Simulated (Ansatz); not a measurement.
MgTe:
```yaml
crystal:
  lattice:
    - [0.00000, 3.23193, 3.23193]
    - [3.23193, 0.00000, 3.23193]
    - [3.23193, 3.23193, 0.00000]
  atoms:
    - { symbol: Te, position: [0.75000, 0.75000, 0.75000] }
    - { symbol: Mg, position: [0.00000, 0.00000, 0.00000] }
```

Relaxed with HSE06.

**Question.** Give the Bader charges and basin volumes of the independent atoms, HSE06 in the plane-wave PAW code Ansatz.

**Answer.** 

| atom | Bader charge (e) | Bader volume (Å³) |
|---|---|---|
| Te1 | -1.59 | 59.7 |
| Mg2 | +1.59 | 7.8 |

Space group F-43m (zinc blende). Symmetry was held in the HSE06 relaxation. Spin–orbit coupling is left out wherever it is not named.

Potentials: the later of the program's two PAW sets.
